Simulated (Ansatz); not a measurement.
The relaxed structure here is a generated cell of TaC: the first start was made by a random draw of sites in a space group, and the end was not matched to a known phase here, so it may be hypothetical. Known forms of TaC include space group No. 225.

One stationary structure of TaC. Level of theory: PBE (plane waves to 420 eV, PAW, scalar-relativistic; Ansatz, an electronic-structure program).

```xyz
8
Lattice="6.0796 0.0000 0.0000 -3.0398 5.2651 0.0000 0.0000 0.0000 5.3596" Properties=species:S:1:pos:R:3 pbc="T T T"
C      0.0000     0.0000     3.3903
C      0.0000     0.0000     1.9693
C      0.0000     3.5101     2.6798
C      3.0398     1.7550     2.6798
Ta     2.0317     0.0000     2.6798
Ta    -1.0159     1.7595     2.6798
Ta     2.0240     3.5056     2.6798
Ta     0.0000     0.0000     0.0000
```

Question: Determine the symmetry and give the standard cell with its independent sites.

Answer: Space group P-62m (No. 189); a = b = 6.0796 Å, c = 5.3596 Å, α = β = 90.00°, γ = 120.00°

```json
[
 {"atom": "C", "site": "2e", "symmetry": "3.m", "x": "0.0000", "y": "0.0000", "z": "0.3674"},
 {"atom": "C", "site": "2d", "symmetry": "-6..", "x": "0.3333", "y": "0.6667", "z": "0.5000"},
 {"atom": "Ta", "site": "3g", "symmetry": "m2m", "x": "0.6658", "y": "0.6658", "z": "0.5000"},
 {"atom": "Ta", "site": "1a", "symmetry": "-62m", "x": "0.0000", "y": "0.0000", "z": "0.0000"}
]
```

Question: Give the shortest distances between elements (the closest pairs, up to four, under 3.6 Å).

Answer: C–C 1.42 Å; C–Ta 1.97 Å; Ta–Ta 3.36 Å.

- Volume per atom = 21.45 Å³
- Band gap = no gap on the sampled points, where the bands overlap only slightly; such a result is sensitive to mesh and level

No spin polarisation in the result.

The run could not lose the symmetry of its start: the end is stationary, and may be a saddle point rather than a minimum.
